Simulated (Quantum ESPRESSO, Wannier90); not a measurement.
# CdHgSe$_{2}$ (R3m): Wannier90 run

```
CELL_PARAMETERS angstrom
     -2.18130     3.77812     0.00000
     -4.36260     0.00000     0.00000
     -2.18130     1.25937     7.11663
ATOMIC_POSITIONS crystal
  Cd 0.49967 0.49967 0.50099
  Hg 0.00015 0.00015 0.99956
  Se 0.12580 0.12580 0.62261
  Se 0.62440 0.62440 0.12680
```

Structure: Materials Project mp-1226733, symmetrised, not relaxed again. Not found in the COD (Crystallography Open Database) copy used; not checked further. Level: LDA, no spin polarisation, no spin-orbit coupling; pw.x of Quantum ESPRESSO at 82 Ry with PseudoDojo potentials, 6×6×6 k-points, Wannier90. Density: 8×8×8 mesh, Gaussian smearing 0.01 Ry. Spin-orbit coupling is left out although heavy elements are present.

Valence charges of the files: Cd 20, Hg 20, Se 16. 58 bands were computed.

Isolated groups of bands, relative to the Fermi level (bands from 31 on overlap up to the last one computed):

```
bands  from (eV)  to (eV)  filling  weight on atomic waves
-----  ---------  -------  -------  ----------------------
1        -114.56  -114.56   filled             Hg 5s 100 %
2        -101.72  -101.72   filled             Cd 4s 100 %
3–8       -62.88   -62.76   filled  Cd 4p 50 %, Hg 5p 50 %
9–18      -47.41   -47.24   filled             Se 3d 100 %
19–20     -12.99   -12.45   filled              Se 4s 87 %
21–25      -8.11    -7.58   filled              Cd 4d 95 %
26–30      -6.68    -5.78   filled   Hg 5d 91 %, Se 4p 6 %
```

Wanted is a model with the orbitals Cd s p, Hg s p, Se s p, without the filled groups that are mainly made of other shells (semicore states, and anion s where it isn't named); all higher bands stay in for disentanglement.

Problem. Give num_wann, exclude_bands and num_bands, and the number of electrons that the model holds.

Solution. Electrons: 1×20 + 1×20 + 2×16 = 72, or 36.0 bands' worth; no gap over 0.05 eV opens at the Fermi level at this level of theory.
num_wann = 1×4 + 1×4 + 2×4 = 16.
exclude_bands = 1-18,21-30, 28 bands, so num_bands = 58 − 28 = 30.
The model holds 72 − 2×28 = 16 electrons. With the window frozen to 1.50 eV it follows pw.x to 3.4 meV rms (states up to 1.0 eV relative to the Fermi level).
